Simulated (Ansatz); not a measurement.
Trial structure of NbSn₂S₃, not yet relaxed:

Space group P6/mmm (No. 191). a = 4.085 Å, b = 4.085 Å, c = 6.388 Å, α = 90.00°, β = 90.00°, γ = 120.00°
```json
{"atom": "Nb", "site": "1b", "symmetry": "6/mmm", "x": "0.0000", "y": "0.0000", "z": "0.5000"}
{"atom": "Sn", "site": "2d", "symmetry": "-6m2", "x": "0.3333", "y": "0.6667", "z": "0.5000"}
{"atom": "S", "site": "1a", "symmetry": "6/mmm", "x": "0.0000", "y": "0.0000", "z": "0.0000"}
{"atom": "S", "site": "2e", "symmetry": "6mm", "x": "0.0000", "y": "0.0000", "z": "0.3060"}
```

Theory: DFT PBE, scalar-relativistic, plane waves, PAW in Ansatz. Plane waves to 420 eV, a k mesh through Γ of 6×6×4 on the computed 6-atom cell and Gaussian smearing (0.10 eV); no spin polarisation.

Energies over the elements count from the elements' standard structures at the same level, with no fitted energy shifts. The references include grey tin.

Question: How far from equilibrium is it?

Answer: The pressure is 366.2 GPa (the mean over three directions, positive in compression), the largest force is 183.69 eV/Å, and the energy is +17.72 eV/atom against the elements. The shortest distance is 1.24 Å, so close that the PAW spheres overlap strongly and these values are rough.

Question: How much does it gain on relaxing, and where does it end?

Answer: Relaxing gains about 17.5 eV/atom (the start's value is from the coarse mesh, so the gain is rough) in 20 ionic steps and ends at +0.23 eV/atom on the finer mesh. The symmetry stays P6/mmm (No. 191). The volume per atom grows by 130.4 %, from 15.4 to 35.5 Å³. The shortest distance goes from 1.24 Å (Nb–S) to 2.19 Å (S–S). The ratio c/a of the conventional cell changes by a factor of 1.10. Conventional cell: a = 5.220 Å, c = 9.016 Å. Nb has 2 S at 2.32 Å and 6 Sn at 3.01 Å; Sn has 3 Nb at 3.01 Å, 3 Sn at 3.01 Å and 6 S at 3.80 Å; S on a site of symmetry 6/mmm has 2 S at 2.19 Å; 1 more site not described.

The last run used a 12×12×4 mesh (in the run's order of axes) for its 6-atom cell and Gaussian smearing of 0.10 eV. An odd number of electrons in the primitive cell allows no gap without spin; a larger cell or a magnetic state could open one. The reference form of S is held partly by dispersion forces, which this level lacks. The relaxation can't lower the symmetry of the start. Symmetry constrained the relaxation, so the result can be a saddle point.
